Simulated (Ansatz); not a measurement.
Input and command of a plane-wave DFT calculation in Ansatz:

```yaml
crystal:
  lattice:
    - [9.2964173513, 0.0, 0.0]
    - [-4.6482086756, 8.0509335904, 0.0]
    - [0.0, 0.0, 23.8940581139]
  atoms:
    - { symbol: Sn, position: [0.6666666666, 0.3333333333, 0.3348112724] }
    - { symbol: Sn, position: [0.6666666667, 0.8333333333, 0.3348112724] }
    - { symbol: Sn, position: [0.1666666667, 0.3333333333, 0.3348112724] }
    - { symbol: Sn, position: [0.1666666667, 0.8333333333, 0.3348112724] }
    - { symbol: Sn, position: [0.5, 0.5, 0.3745203758] }
    - { symbol: Sn, position: [0.5, 0.0, 0.3745203758] }
    - { symbol: Sn, position: [0.0, 0.5, 0.3745203758] }
    - { symbol: Sn, position: [0.0, 0.0, 0.3745203758] }
    - { symbol: Sn, position: [0.0061675429, 0.5185283498, 0.4971329836] }
    - { symbol: Sn, position: [0.008015005, 0.0160300099, 0.4972477326] }
    - { symbol: Sn, position: [0.5123608069, 0.5185283498, 0.4971329836] }
    - { symbol: Sn, position: [0.5087119587, 0.0174239173, 0.498810663] }
    - { symbol: Sn, position: [0.8426157592, 0.6852315183, 0.5392232757] }
    - { symbol: Sn, position: [0.8447172121, 0.1855662109, 0.5367119406] }
    - { symbol: Sn, position: [0.3401116397, 0.6802232794, 0.5354308005] }
    - { symbol: Sn, position: [0.3408489988, 0.1855662109, 0.5367119406] }
    - { symbol: C, position: [0.1791196531, 0.3582393062, 0.6173565344] }
    - { symbol: O, position: [0.1827160724, 0.3654321447, 0.6651832502] }
basis:
  ecutwfc: 420
kpoints:
  mp_grid: { grid: [3, 3, 1] }
hamiltonian:
  xc: pbe
  dispersion: d3bj
scf:
  occupations: { method: gaussian, width: 0.1 }
output:
  forces: true
  eigenvalues: true
  write_density: true
  volumetric_format: npy
efield:
  axis: 3
  dipole_correction: true
  ramp_width: 0.04
```

```bash
ansatz run input.yaml --threads 4 --pin off --max-ram 10240MiB --backend cpu --events-out ev --progress --plain --runs-dir out
```

Processor: Intel(R) Xeon(R) 6975P-C (Granite Rapids), 4 threads, on a host shared with other jobs.

Question: Estimate time, memory and problem size.

Answer: About 17 s on 4 threads of Intel(R) Xeon(R) 6975P-C (Granite Rapids) (shared host), peak memory 4.2 GiB. It solves 141 bands at 4 k points (the mesh reduced by symmetry) with about 34975 plane waves, in 9 SCF iterations.
